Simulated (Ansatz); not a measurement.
Consider the following.

ZrRu:
```cif
data_Ru4Zr4
_chemical_formula_sum 'Ru4 Zr4'
_space_group_name_H-M_alt 'Fm-3m'
_space_group_IT_number 225
_space_group_name_Hall '-F 4 2 3'
_cell_length_a 5.28694
_cell_length_b 5.28694
_cell_length_c 5.28694
_cell_angle_alpha 90.000
_cell_angle_beta 90.000
_cell_angle_gamma 90.000
loop_
_atom_site_label
_atom_site_type_symbol
_atom_site_symmetry_multiplicity
_atom_site_Wyckoff_symbol
_atom_site_fract_x
_atom_site_fract_y
_atom_site_fract_z
_atom_site_occupancy
Ru1 Ru 4 a 0.00000 0.00000 0.00000 1
Zr1 Zr 4 b 0.50000 0.50000 0.50000 1
```
(The calculation used a cell of 2 atoms; values per cell refer to that cell.)

This is the PBEsol-relaxed structure.

### Question
All from DFT-PBEsol in the program Ansatz with PAW potentials, unless another level is named. Estimate the formation energy from the elements (no fitted shifts).

### Answer
0.099 eV/atom.

### Question
Give the density of states at the Fermi level.

### Answer
0.13 states/eV per atom (mean over ±0.08 eV).

The start of the workflow was typed in or built on a structure type; neither database checked (COD, Materials Project) lists it. COD files the formula under space group No. 221. Whether it is the stable phase at ambient conditions was not checked. The cell was relaxed with PBEsol under the symmetry of its start. At this level the phase is mechanically unstable. The run is not spin-polarised. The references are the lowest solids computed at this level, not always the standard phases. Scalar-relativistic: spin–orbit coupling is off unless named, which matters more the heavier the elements.

Potentials: the later of the program's two PAW sets.
